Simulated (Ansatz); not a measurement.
ZrB$_{2}$:
```yaml
crystal:
  lattice:
    - [3.13285, 0.00000, 0.00000]
    - [-1.56642, 2.71313, 0.00000]
    - [0.00000, 0.00000, 3.48867]
  atoms:
    - { symbol: Zr, position: [0.00000, 0.00000, 0.00000] }
    - { symbol: B, position: [0.33333, 0.66667, 0.50000] }
    - { symbol: B, position: [0.66667, 0.33333, 0.50000] }
```

Relaxed with LDA. Special points in fractions of this cell's reciprocal vectors: Γ (0.000, 0.000, 0.000); M (0.500, 0.000, 0.000); K (0.333, 0.333, 0.000); A (0.000, 0.000, 0.500); L (0.500, 0.000, 0.500); H (0.333, 0.333, 0.500).

Task: List the band energies nearest the Fermi level at these points for the program Ansatz at the LDA level (PAW).

Result: In eV from the Fermi level; about four levels below and three above (degenerate sets whole), none deeper than 8.9 eV; points with the same levels are listed once.

| k | below | above |
|---|---|---|
| Γ | -2.69 -2.69 -2.66 -2.27 | 3.55 3.55 4.34 4.34 |
| M | -8.34 -4.00 -3.07 -2.78 | 2.32 2.40 5.15 |
| K | -7.66 -7.66 -7.04 -2.52 -2.52 | 1.63 1.63 3.25 |
| A | -7.02 -0.97 -0.97 | 0.33 0.33 0.80 0.80 |
| L | -6.91 -4.72 -4.23 -1.85 | 3.91 4.37 5.56 |
| H | -8.78 -8.78 -4.91 -2.64 -2.64 | 4.27 6.40 6.40 |

Space group P6/mmm. The LDA relaxation kept the symmetry of its start; of distortions, only those at the zone centre were tested. No spin polarisation was allowed. Spin–orbit coupling is left out wherever it is not named.

Potentials: the later of the program's two PAW sets.
